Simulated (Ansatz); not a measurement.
InSb:
Space group P6₃/mmc (No. 194); a = b = 4.173 Å, c = 7.349 Å, α = β = 90.00°, γ = 120.00°

| atom | site | symmetry | x | y | z |
|---|---|---|---|---|---|
| In | 2a | -3m. | 0.0000 | 0.0000 | 0.0000 |
| Sb | 2c | -6m2 | 0.3333 | 0.6667 | 0.2500 |

Relaxed with PBEsol.

Q: Decompose the optical modes at the zone centre into irreducible representations, and say which are infrared and Raman allowed.

A: Point group 6/mmm: Γ_opt = A2u + B1g + B2u + E1u + E2g + E2u. Infrared: A2u, E1u. Raman: E2g.

Q: Assign frequencies (DFPT, the program Ansatz at the PBEsol level (PAW)).

A: E2u 76, E2g 78, B1g 99, A2u 102, E1u 113, B2u 114 cm⁻¹.

Subscripts of B labels follow the axes of the standard setting.

Space group P6_3/mmc (NiAs type). The start of the workflow was typed in or built on a structure type; neither database checked (COD, Materials Project) lists it. It is not the phase usual at ambient conditions (space group No. 216). The PBEsol relaxation kept the symmetry of its start; its stability against distortions is not shown here. As this level gives no gap, phonon frequencies hold no LO–TO term and depend on the k-mesh and smearing (Fermi–Dirac, 0.1 eV here). Scalar-relativistic: spin–orbit coupling is off unless named, which matters more the heavier the elements.

Potentials: the earlier of the program's two PAW sets. The files were generated under PBE; for other functionals the program regenerates the frozen cores, and for LDA and PBEsol the local potential too.
